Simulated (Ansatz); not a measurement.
## A sublattice moved along a line in YCl

Method: DFT r2SCAN, scalar-relativistic, plane waves, PAW in Ansatz. Cutoff 500 eV, Γ-centred 12×12×12 k-points, Gaussian smearing of 0.15 eV. No spin polarisation. Energies are free energies at this smearing, counted from the undisturbed cell; pressure is positive in compression.

Zero of the scan (as given, not relaxed at this level; it stands at 1.6 GPa, and it needn't be the usual structure):

```xyz
4
Lattice="1.8762 1.0832 9.1750 -1.8762 1.0832 9.1750 0.0000 -2.1664 9.1750" Properties=species:S:1:pos:R:3 pbc="T T T"
Y     0.0000    0.0000    5.9682
Y     0.0000    0.0000   21.5568
Cl    0.0000    0.0000   10.6880
Cl    0.0000    0.0000   16.8370
```

The cell holds layers and no dispersion correction was added, so their binding is poorly described.

Every Y atom is moved by x along the Cartesian unit vector (0.000, 0.000, 1.000); the cell and all other atoms stay fixed. The cell is metallic on the mesh throughout.

| x (Å) | ΔE (meV/cell) | force along x on the moved atoms (eV/Å) | pressure (GPa) |
| --- | --- | --- | --- |
| -0.5000 | 1212.3 | 4.44 | 5.0 |
| -0.2500 | 329.1 | 2.54 | 2.5 |
| 0.0000 | 0.0 | 0.00 | 1.6 |
| 0.1250 | 84.6 | -1.34 | 1.8 |
| 0.1875 | 188.0 | -1.96 | 2.1 |
| 0.3125 | 504.7 | -3.07 | 3.0 |
| 0.3750 | 711.9 | -3.55 | 3.6 |
| 0.4375 | 948.3 | -4.01 | 4.2 |

By symmetry 0.5000 repeats -0.5000, -0.3750 repeats 0.3750, 0.2500 repeats -0.2500, -0.1250 repeats 0.1250 in energy, with the opposite slope along the path.